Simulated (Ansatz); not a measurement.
An Ansatz (a program for electronic structure) run. Input:

Ansatz 0.2 input:
```yaml
crystal:
  lattice:
    - [4.1309132926, 0.0, 0.0]
    - [-2.0654566463, 3.5774758522, 0.0]
    - [0.0, 0.0, 6.8113592291]
  atoms:
    - { symbol: Cu, position: [0.6666666667, 0.3333333333, 0.8736077332] }
    - { symbol: Cu, position: [0.3333333333, 0.6666666667, 0.3736077332] }
    - { symbol: I, position: [0.6666666667, 0.3333333333, 0.5013922668] }
    - { symbol: I, position: [0.3333333333, 0.6666666667, 0.0013922668] }
kpoints:
  mp_grid: { grid: [8, 8, 4] }
hamiltonian:
  xc: lda
  pseudopotentials: { kind: paw }
scf:
  occupations: { method: fixed }
phonons:
  method: dfpt
  response_accuracy: low
  eigenvectors: true
  rigid_motions: translations
  dielectric: true
  raman: true
```

Output (shortened):

```
Pseudopotential: Cu, paw, valence charge 19
Pseudopotential: I, paw, valence charge 17
Functional definition: SPW92
Crystal: 4 atoms, lattice volume = 100.660 Å³
Basis set: ecut = 420 eV, 1967 PW (Γ), exchange–correlation on 60×60×96 points (8 copies of the dense FFT grid, shifted against one another)
Bands: 44, of which v1, the nominal top of the filled ones, is band 36 counted from 1 (35 counted from 0)
Symmetry: 12 space group operations
k-points: 78 of 256 (irreducible under 2 space group operations, time reversal used)
SCF iter   1: F=—  HF=-27823.606384 eV  |F-HF|=—  |Δ(HF+E_count)|=         —  Δρ=1.13e-2  dr2=5.62e-2  ethr=1.77e-3  ⟨swp⟩=5.0  Hψ=11786  notcnv=0  defer=458
preconditioner: auto → Resta (q_TF=auto, 2.580 Å⁻¹)
SCF iter   2: F=—  HF=-27823.603006 eV  |F-HF|=—  |Δ(HF+E_count)|=   3.38e-3  Δρ=7.08e-3  dr2=3.42e-2  ethr=7.81e-5  ⟨swp⟩=2.0  Hψ=7023  notcnv=0  defer=466
SCF iter   3: F=—  HF=-27823.592014 eV  |F-HF|=—  |Δ(HF+E_count)|=   1.10e-2  Δρ=2.56e-3  dr2=2.77e-3  ethr=4.75e-5  ⟨swp⟩=2.0  Hψ=4432  notcnv=0  defer=468
SCF iter   4: F=—  HF=-27823.591516 eV  |F-HF|=—  |Δ(HF+E_count)|=   4.98e-4  Δρ=3.11e-4  dr2=7.50e-5  ethr=3.84e-6  ⟨swp⟩=2.0  Hψ=4766  notcnv=0  defer=468
SCF iter   5: F=—  HF=-27823.591523 eV  |F-HF|=—  |Δ(HF+E_count)|=   6.36e-6  Δρ=1.02e-4  dr2=1.26e-5  ethr=1.04e-7  ⟨swp⟩=2.9  Hψ=5398  notcnv=0  defer=462
SCF iter   6: F=—  HF=-27823.591523 eV  |F-HF|=—  |Δ(HF+E_count)|=   6.31e-7  Δρ=4.77e-5  dr2=1.90e-6  ethr=1.75e-8  ⟨swp⟩=2.2  Hψ=4663  notcnv=0  defer=459
SCF iter   7: F=—  HF=-27823.591532 eV  |F-HF|=—  |Δ(HF+E_count)|=   8.91e-6  Δρ=1.87e-5  dr2=3.18e-7  ethr=2.63e-9  ⟨swp⟩=3.0  Hψ=6009  notcnv=0  defer=457
SCF iter   8: F=—  HF=-27823.591532 eV  |F-HF|=—  |Δ(HF+E_count)|=   1.15e-9  Δρ=3.92e-6  dr2=1.93e-8  ethr=4.42e-10  ⟨swp⟩=2.5  Hψ=4531  notcnv=0  defer=457
SCF iter  11: F=-27823.591532 eV  HF=-27823.591532 eV  |F-HF|=1.46e-11  |Δ(HF+E_count)|=  3.27e-11  Δρ=1.36e-7  dr2=1.59e-11  ethr=1.00e-12  ⟨swp⟩=15.4  Hψ=23043  notcnv=0
SCF 1 converged in 11 iterations: F = -27823.591532 eV  dr2 = 1.59e-11
NSCF: frozen V_eff on 2 k-points
DFPT response loops at Γ: preconditioner auto → Resta (q_TF=auto, 2.580 Å⁻¹)  ε∞=6.9 (no band partly filled) …
── the response to a field inside a basis, on 10×10×6 k-points: an SCF that follows is theirs, and a resumed run solves both again ──
Crystal: 4 atoms, lattice volume = 100.660 Å³
Bands: 37, of which v1, the nominal top of the filled ones, is band 36 counted from 1 (35 counted from 0)
k-points: 90
SCF iter   1: F=—  HF=-27823.575254 eV  |F-HF|=—  |Δ(HF+E_count)|=         —  Δρ=1.09e-4  dr2=2.47e-6  ethr=1.00e-1
preconditioner: auto → Resta (q_TF=auto, 2.580 Å⁻¹)
SCF iter   2: F=—  HF=-27823.575255 eV  |F-HF|=—  |Δ(HF+E_count)|=   1.54e-6  Δρ=6.58e-5  dr2=1.96e-6  ethr=3.42e-9
SCF iter   3: F=—  HF=-27823.575256 eV  |F-HF|=—  |Δ(HF+E_count)|=   5.49e-7  Δρ=4.77e-5  dr2=8.44e-7  ethr=2.72e-9
SCF iter   4: F=—  HF=-27823.575256 eV  |F-HF|=—  |Δ(HF+E_count)|=   7.48e-8  Δρ=5.08e-6  dr2=2.78e-8  ethr=1.17e-9
SCF iter   5: F=—  HF=-27823.575256 eV  |F-HF|=—  |Δ(HF+E_count)|=   9.71e-9  Δρ=3.36e-6  dr2=1.19e-8  ethr=3.86e-11
SCF iter   6: F=—  HF=-27823.575256 eV  |F-HF|=—  |Δ(HF+E_count)|=   1.67e-9  Δρ=9.12e-7  dr2=5.05e-10  ethr=1.66e-11
SCF iter   7: F=—  HF=-27823.575256 eV  |F-HF|=—  |Δ(HF+E_count)|=  3.09e-10  Δρ=5.60e-7  dr2=2.17e-10  ethr=1.00e-12
SCF iter   8: F=-27823.575256 eV  HF=-27823.575256 eV  |F-HF|=3.64e-12  |Δ(HF+E_count)|=  2.55e-11  Δρ=7.50e-8  dr2=7.21e-12  ethr=1.00e-12
SCF 1 converged in 8 iterations: F = -27823.575256 eV  dr2 = 7.21e-12
DFPT response loops at Γ: preconditioner auto → Resta (q_TF=auto, 2.580 Å⁻¹)  ε∞=6.7 (no band partly filled) …
DFPT response loops at Γ: mixed as the last ones told, above
WARN: field response: ε∞ stands inside a basis, on 10×10×6 points …
SCF converged after 11 iterations
Free energy (F): -27823.591532 eV
Harris-Foulkes:  -27823.591532 eV  (|F-HF|=1.46e-11)
Internal energy: -27823.591532 eV  (E = F + TS)
E sigma→0 (E₀):  -27823.591532 eV
Fermi energy:    9.340398 eV
--- Per-component energies (eV) ---
  E_band       = -1668.242544
  E_kinetic    = 985.296464
  E_local      = -14794.274529  (includes V_loc(G=0)·N_el)
  E_nonlocal   = 641.515928
  E_hartree    = 6884.293484
  E_xc         = -430.918698
  E_vxc        = -486.096313  (∫ρ·V_xc dr)
  E_paw        = -12528.264513  (= ΣΔE_a)
  E_vpaw       = -1783.271960  (= ΣTr[D̂ρ^β])
  E_aug_tail   = 0.000529  (compensation charges beyond the density's cutoff)
  E_ewald      = -8583.701947
  E_core_change = 2.461750  (= ΣΔE_core)
  E_smearing   =  0.000000  (= −TS)
  E_closure    =  0.000000  (closes the sum)
  Σ components = -27823.591532   (vs F -27823.591532, Δ=0.00e0)
  [band-id]    e_kinetic+e_local+e_nonlocal+2·e_hartree+e_vxc+e_vpaw+e_augmentation_tail = -1668.242913   (vs E_band -1668.242544, Δ=-3.69e-4)
--- Band table (eV; the first three rows and the last of 78) ---
  k-point 0: bands = ["-101.8048", "-101.8048", "-59.6584", "-59.6583", "-59.6549", "-59.6549", "-59.6549", "-59.6549", "-36.5224", "-36.5224", "-36.5192", "-36.5192", "-36.5189", "-36.5189", "-36.5116", "-36.5116", "-36.5112", "-36.5112", "-5.2982", …
  k-point 1: bands = ["-101.8048", "-101.8048", "-59.6583", "-59.6583", "-59.6549", "-59.6549", "-59.6549", "-59.6549", "-36.5224", "-36.5223", "-36.5191", "-36.5191", "-36.5190", "-36.5190", "-36.5115", "-36.5115", "-36.5113", "-36.5113", "-5.2078", …
  k-point 2: bands = ["-101.8048", "-101.8048", "-59.6583", "-59.6583", "-59.6549", "-59.6549", "-59.6549", "-59.6549", "-36.5223", "-36.5223", "-36.5190", "-36.5190", "-36.5190", "-36.5190", "-36.5114", "-36.5114", "-36.5114", "-36.5114", "-4.9740", …
  k-point 77: bands = ["-101.8048", "-101.8048", "-59.6583", "-59.6583", "-59.6550", "-59.6550", "-59.6549", "-59.6549", "-36.5220", "-36.5220", "-36.5192", "-36.5192", "-36.5188", "-36.5188", "-36.5113", "-36.5113", "-36.5111", "-36.5111", "-4.4634", …
--- Phonons (Γ-DFPT): 4 representative perturbations + reference, on 78 of 256 k-points (Σ response iterations 13) ---
  ASR residual: 3.560e-4 → 0.000e0 eV/Å²; symmetrization residual: 2.772e-4 eV/Å²
  ASR residual per site (eV/Å²): 1.19e-4 1.19e-4 3.56e-4 3.56e-4
  Γ frequencies (cm⁻¹): 0.00 0.00 0.00 38.39 38.39 122.47 157.85 157.85 157.90 157.90 159.16 163.92
  ε∞ (high-frequency dielectric tensor):
        6.617372     0.000000     0.000000
        0.000000     6.617372     0.000000
        0.000000     0.000000     6.784947
  ε⁰ (static dielectric tensor: ions relaxed, cell fixed):
        7.329675     0.000000     0.000000
        0.000000     7.329675     0.000000
        0.000000     0.000000     7.590477
  ε⁰ − ε∞ (ionic part):
        0.712303     0.000000     0.000000
        0.000000     0.712303     0.000000
        0.000000     0.000000     0.805530
  softest optical mode at Γ: 38.39 cm⁻¹; the repairs (sum rule, projections) moved no ω² at Γ by more than (3.87 cm⁻¹)²
  Born effective charges Z* (e; rows j = field, columns β = displacement):
    site 0:
         0.87702    0.00000    0.00000
         0.00000    0.87702    0.00000
         0.00000    0.00000    0.94008
    site 1:
         0.87702    0.00000    0.00000
         0.00000    0.87702    0.00000
         0.00000    0.00000    0.94008
    site 2:
        -0.87702    0.00000    0.00000
         0.00000   -0.87702    0.00000
         0.00000    0.00000   -0.94008
    site 3:
        -0.87702    0.00000    0.00000
         0.00000   -0.87702    0.00000
         0.00000    0.00000   -0.94008
  Z* charge neutrality: 1.102e-2 e pre-enforcement
  solved inside a basis spanned on kpoints, on 10×10×6 k-points transformed towards the longest dipole …
  Raman tensors (in the event stream and the table raman_tensors.tsv) …
  optical modes at Γ without the LO–TO term, one row a degenerate level:
      ω (cm⁻¹)  modes    IR ((D/Å)²/amu)  static Raman (Å⁴/amu)  depolarisation
         38.39      2             0.0000                 0.0961           0.750
        122.47      1             0.0000                 0.0000               —
        157.85      2             0.0000                43.0986           0.750
        157.90      2             1.6763                24.1914           0.750
        159.16      1             0.9630                34.4217           0.728
        163.92      1             0.0000                 0.0000               —
  optical modes at Γ + LO–TO along q̂ = [1.0000, 0.0000, 0.0000]:
      ω (cm⁻¹)  modes    IR ((D/Å)²/amu)  static Raman (Å⁴/amu)  depolarisation
         38.39      2             0.0000                 0.0961           0.750
        122.47      1             0.0000                 0.0000               —
        157.85      2             0.0000                43.0986           0.750
        157.90      1             0.8382                12.0957           0.750
        159.16      1             0.9630                34.4217           0.728
        163.92      1             0.0000                 0.0000               —
        166.18      1             0.8382                15.6507           0.750
  optical modes at Γ + LO–TO along q̂ = [0.0000, 1.0000, 0.0000]:
      ω (cm⁻¹)  modes    IR ((D/Å)²/amu)  static Raman (Å⁴/amu)  depolarisation
         38.39      2             0.0000                 0.0961           0.750
        122.47      1             0.0000                 0.0000               —
        157.85      2             0.0000                43.0986           0.750
        157.90      1             0.8382                12.0957           0.750
        159.16      1             0.9630                34.4217           0.728
        163.92      1             0.0000                 0.0000               —
        166.18      1             0.8382                15.6507           0.750
  optical modes at Γ + LO–TO along q̂ = [0.0000, 0.0000, 1.0000]:
      ω (cm⁻¹)  modes    IR ((D/Å)²/amu)  static Raman (Å⁴/amu)  depolarisation
         38.39      2             0.0000                 0.0961           0.750
        122.47      1             0.0000                 0.0000               —
        157.85      2             0.0000                43.0986           0.750
        157.90      2             1.6763                24.1914           0.750
        163.92      1             0.0000                 0.0000               —
        168.34      1             0.9630                41.5330           0.717
```

Cost: very roughly 30 core-minutes on shared cores.

Space group P6_3mc (wurtzite). The workflow started from a Materials Project entry (that database holds measured and hypothetical structures alike); the Crystallography Open Database files this formula in space group No. 186, but the cells were not matched. It is not the phase usual at ambient conditions (space group No. 216). The cell was relaxed with LDA under the symmetry of its start; phonons on a q-mesh show no instability. No spin polarisation was allowed. Scalar-relativistic: spin–orbit coupling is off unless named, which matters more the heavier the elements.

Potentials: the later of the program's two PAW sets.

Ansatz is a plane-wave DFT program.
